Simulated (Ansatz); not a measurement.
InP (zinc blende)

```
CELL_PARAMETERS angstrom
      0.00000     2.95351     2.95351
      2.95351     0.00000     2.95351
      2.95351     2.95351     0.00000
ATOMIC_POSITIONS crystal
  P  0.75000 0.75000 0.75000
  In 0.00000 0.00000 0.00000
```

The slice is a {111} plane (indices of the conventional cell) through the point (0.750, 0.750, 0.750) (fractional), spanned by u = [100] and v = [-1 2 0] in vectors of this cell: u (4.18 Å) and v (7.23 Å, at 90° to u). It covers one period; positions are fractions (u, v).

Calculation: r2SCAN (plane waves to 500 eV, PAW, scalar-relativistic; Ansatz, a first-principles code). k mesh 10×10×10. Near the nuclei the fields are pseudised (PAW); where an atom keeps semicore shells as valence, they peak there. InP was relaxed with its symmetry unable to fall.

Q: Predict the map of the valence electron density on the slice.

A: 
| v \ u | 0.00 | 0.14 | 0.29 | 0.43 | 0.57 | 0.71 | 0.86 |
|---|---|---|---|---|---|---|---|
| 0.88 | -0.2 | -0.4 | -1.0 | -1.5 | -1.5 | -1.0 | -0.4 |
| 0.75 | -0.4 | -0.6 | -1.1 | -1.3 | -1.3 | -1.1 | -0.6 |
| 0.62 | -0.1 | -0.4 | -0.5 | -0.3 | -0.3 | -0.5 | -0.4 |
| 0.50 | -1.0 | -0.8 | -0.2 | -0.6 | -0.6 | -0.2 | -0.8 |
| 0.38 | -1.6 | -1.3 | -0.7 | -0.3 | -0.3 | -0.7 | -1.3 |
| 0.25 | -1.3 | -1.2 | -0.9 | -0.5 | -0.5 | -0.9 | -1.2 |
| 0.12 | -0.3 | -0.4 | -0.5 | -0.2 | -0.2 | -0.5 | -0.4 |
| 0.00 | -1.6 | -0.2 | -0.5 | -0.9 | -0.9 | -0.5 | -0.2 |

Values: log₁₀ of the valence density in e/Å³. The scale is logarithmic, as a density can span decades between atoms and voids.
